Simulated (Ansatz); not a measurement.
CuAu (L1₀ or tetragonal B2, space group No. 123) under volume change, the program Ansatz at the r²SCAN level (PAW), shape and atoms relaxed at each volume.

```csv
V (Å³/atom),E − E(relaxed) (meV/atom),P (GPa)
13.221,71.2,19.25
13.657,29.6,11.58
14.093,[?],[?]
14.529,0.0,0.01
14.964,6.1,-4.33
15.400,[?],[?]
15.836,48.3,-10.75
```

### Question
Fill in the missing entries.

### Answer

- 15.400, E − E(relaxed) (meV/atom): 22.8
- 15.400, P (GPa): -7.87
- 14.093, E − E(relaxed) (meV/atom): 6.9
- 14.093, P (GPa): 5.25

### Question
What does a third-order Birch–Murnaghan fit give for V₀, B₀ and B′?

### Answer
V₀ = 14.53 Å³/atom, B₀ = 158 GPa, B′ = 5.4.

Space group P4/mmm (L1₀ or tetragonal B2). Its axis ratio c/a = 1.22 departs by over 6 % from that of the usual cell of this phase: another minimum, or an error of the functional. The cell was relaxed with r²SCAN under the symmetry of its start; whether a distortion lowers the energy is not shown. The run is not spin-polarised. Scalar-relativistic: spin–orbit coupling is off unless named, which matters more the heavier the elements.

Potentials: the earlier of the program's two PAW sets.
